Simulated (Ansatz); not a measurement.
## SnSe (rock salt), energy against volume

SnSe (rock salt), conventional cell a = 5.9495 Å, b = 5.9495 Å, c = 5.9495 Å, α = 90.00°, β = 90.00°, γ = 90.00°. The calculation uses the primitive cell of 2 atoms, to which meshes and values per cell refer.

E(V) scan at fixed shape, V₀ the volume above. Symmetry pins the atoms to their sites.

Level of theory: PBEsol (plane waves to 420 eV, PAW, scalar-relativistic; Ansatz, a program for electronic structure). k mesh 10×10×10 (Γ-centred), Fermi-Dirac smearing 0.05 eV. Energies are smeared free energies. Compression counts positive. SnSe was relaxed with its symmetry unable to fall. This is one of several known forms of SnSe; the measured ambient cells at hand have space group No. 62. ΔE is measured from the relaxed starting cell.

```tsv
V/V₀	ΔE (meV/atom)	P (GPa)
0.940	18.4	3.93
0.955	10.1	2.83
0.970	4.3	1.81
0.985	1.1	0.87
1.000	0.0	0.00
1.015	1.0	-0.80
1.030	3.9	-1.55
1.045	8.6	-2.23
1.060	14.9	-2.87
```

Summary:

| Quantity | Result |
|---|---|
| Pressure at the smallest volume | 3.93 GPa |
| Energy cost of the largest compression | 18.4 meV/atom |
| Energy cost of the largest expansion | 14.9 meV/atom |
| Bulk modulus B₀ (third-order Birch-Murnaghan fit) | 55.7 GPa |
| Pressure derivative B₀′ (fit) | 4.3 |
| Equilibrium volume of the fit | 26.32 Å³/atom |
| Pressure for 5 % compression (fit) | 3.2 GPa |

(A scan under strain: stresses follow from slopes of the energy per volume, elastic moduli from its curvatures.)
